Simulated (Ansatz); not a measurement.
## KMgF3: strain energy, fitted

KMgF3, Pm-3m, a = 3.991 Å. The structure is a Materials Project entry; whether it is the stable form wasn't checked. Ansatz: PBEsol, PAW, 420 eV, Γ-centred 6×6×6 mesh on 5 atoms, Gaussian smearing 0.02 eV; no spin polarisation. Series: uniaxial strain along a, with b, c and atoms relaxed; x is the strain in per cent. y is the free energy over the unstrained cell, V0 = 12.716 Å³/atom.

| x (%) | y (meV/atom) |
| --- | --- |
| -4.5 | 11.47 |
| -3.0 | ? |
| -1.5 | 1.15 |
| 0.0 | 0.00 |
| 1.5 | 1.02 |
| 3.0 | 3.85 |
| 4.5 | 8.23 |

Task: Fit y = c2 x² + c3 x³ to the other rows, turn c2 into a modulus, and predict the missing energy.

Result: Least squares on the rows shown. y = 0.4859 x² − 0.01785 x³. In eV per unit strain² c2 is 4.859; this is Young's modulus along the axis (E = ½ Y V0 ε²): 2 × 4.859 × 160.2 / (12.716) = 122 GPa. At x = -3.0 the fit asked for gives 4.86 meV/atom. The run gave 4.83 meV/atom, so the fit is 0.03 meV/atom too high, within twice the rms miss on the fitted rows (0.02 meV/atom).

Symmetry holds off the tilts and polar distortions that many cubic perovskites undergo.